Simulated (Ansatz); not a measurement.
The start is a randomly generated symmetric cell of Fe2Si (space group No. 65). A full variable-cell relaxation at zero pressure is run with r2SCAN (plane waves to 500 eV, PAW, scalar-relativistic; Ansatz, a program for electronic structure). The first steps use a coarse 8×8×6 k-mesh.

Initial structure:
```
CELL_PARAMETERS angstrom
      1.84468    -2.20133     0.00000
      1.84468     2.20133     0.00000
      0.00000     0.00000     4.27874
ATOMIC_POSITIONS crystal
  Fe 0.00000 0.50000 0.50000
  Fe 0.50000 0.00000 0.50000
  Si 0.50000 0.50000 0.00000
```
Spin-polarised start, with parallel moments on Fe.

Question: How much energy is released per atom?

Answer: About 1.3 eV/atom.

Question: How does the volume change?

Answer: +16.3 %, from 11.58 to 13.47 Å³/atom.

Question: How do the shortest distances between atoms change?

Answer: The closest pairs of elements (up to four, under 3.6 Å), start → end: Fe–Fe 1.84 → 2.62 Å; Fe–Si 2.58 → 2.37 Å; Si–Si 2.87 → 2.94 Å.

Question: Is the relaxed structure metallic? Give its gap.

Answer: No gap (metallic).

Question: What does it relax into? Give the structure.

Answer: 
```cif
data_Fe2Si
_chemical_formula_sum 'Fe2 Si1'
_space_group_name_H-M_alt 'P4/mmm'
_space_group_IT_number 123
_space_group_name_Hall '-P 4 2'
_cell_length_a 3.70829
_cell_length_b 3.70829
_cell_length_c 2.93818
_cell_angle_alpha 90.000
_cell_angle_beta 90.000
_cell_angle_gamma 90.000
loop_
_atom_site_label
_atom_site_type_symbol
_atom_site_symmetry_multiplicity
_atom_site_Wyckoff_symbol
_atom_site_fract_x
_atom_site_fract_y
_atom_site_fract_z
_atom_site_occupancy
Fe1 Fe 2 e 0.00000 0.50000 0.50000 1
Si1 Si 1 c 0.50000 0.50000 0.00000 1
```

Final values are on a 13×13×16 k-mesh of the relaxed cell. The start holds a very short contact (Fe–Fe 1.84 Å). Spin state reached: ferromagnetic (net 1.46 μB/atom), from parallel starting moments; other spin orders were not run from this start. r2SCAN tends to overstate moments in metals.

The run could not lose the symmetry of its start.

All atoms sit on sites fixed by symmetry, so only the cell could relax.

The first start was generated by a random draw of sites in a space group. Materials Project lists a structure of Fe2Si in the same space group, P4/mmm (No. 123); the sites were not compared with it, nor with measured phases.
